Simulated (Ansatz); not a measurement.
## 5 guesses for In4Ru and where they end

The calculation used Ansatz, DFT PBE, scalar-relativistic, plane waves, PAW. All cells share a 420 eV cutoff and Γ-centred k meshes spaced about 0.3 Å⁻¹ or finer (0.25 for metals, 2π included). No spin polarisation in the final relaxations.

Each guess was relaxed in cell and atoms at zero pressure, within the symmetry of its start. Temperature and zero-point effects are left out. Coordination counts all near atoms (those within 1.25 times the shortest distance at each site; a plus sign parts nearer from farther groups; a slash parts the counts of unlike sites).

| guess | made from | start group | V start (Å³/atom) | end group | V end (Å³/atom) | coordination at the end | gap on mesh (eV) | E over the lowest end (meV/atom) |
| --- | --- | --- | --- | --- | --- | --- | --- | --- |
| 1 | random cell | P4/mmm | 27.8 | P4/mmm | 34.4 | In 3+4, Ru 8+2 | 0 | 149 |
| 2 | random cell | I4/mmm | 27.4 | Im-3m | 24.7 | In 2+6, Ru 8 | 0 | 0 |
| 3 | a cell proposed by chemical analogy | I4/mmm | 22.0 | I4/mmm | 23.1 | In 12/4+9, Ru 8+4 | 0 | 94 |
| 4 | Ni4N type | Pm-3m | 23.4 | Pm-3m | 28.2 | In 2/12+8, Ru 6 | 0 | 113 |
| 5 | random cell | P4/mmm | 22.9 | ? | ? | ? | ? | ? |

Guess 5 as it starts:

Space group P4/mmm (No. 123). a = 4.400 Å, b = 4.400 Å, c = 5.911 Å, α = 90.00°, β = 90.00°, γ = 90.00°
| atom | site | symmetry | x | y | z |
| --- | --- | --- | --- | --- | --- |
| In | 4i | 2mm. | 0.0000 | 0.5000 | 0.7895 |
| Ru | 1a | 4/mmm | 0.0000 | 0.0000 | 0.0000 |

Question: Fill in the missing row: what does this guess relax into, and where does it rank?

Answer: It ends in space group P4/mmm (No. 123), with a = 4.556 Å, c = 6.069 Å, 25.2 Å³/atom and no gap. It lies 78 meV/atom over the lowest end, above guess 2 and below guess 3. Counting all near atoms, this end has In 8, Ru 8 and the lowest (guess 2) has In 2+6, Ru 8.

```
In Ru
1.0
     4.55625    0.00000    0.00000
     0.00000    4.55625    0.00000
     0.00000    0.00000    6.06855
In Ru
4 1
Direct
  0.00000 0.50000 0.74397
  0.50000 0.00000 0.74397
  0.00000 0.50000 0.25603
  0.50000 0.00000 0.25603
  0.00000 0.00000 0.00000
```

Energies over the elements count from the elements' standard structures at the same level, with no fitted energy shifts.

Question: Is the lowest end bound against the elements?

Answer: Too close to call: its formation energy is −0.02 eV/atom. The formation energy is too near zero to say whether this cell lies below the elements.

Cells relaxed within their symmetry can be saddle points. A lower structure may well exist outside this small set. Some structure types and database cells were kept out of the candidates from the start, so a known form may be missing.
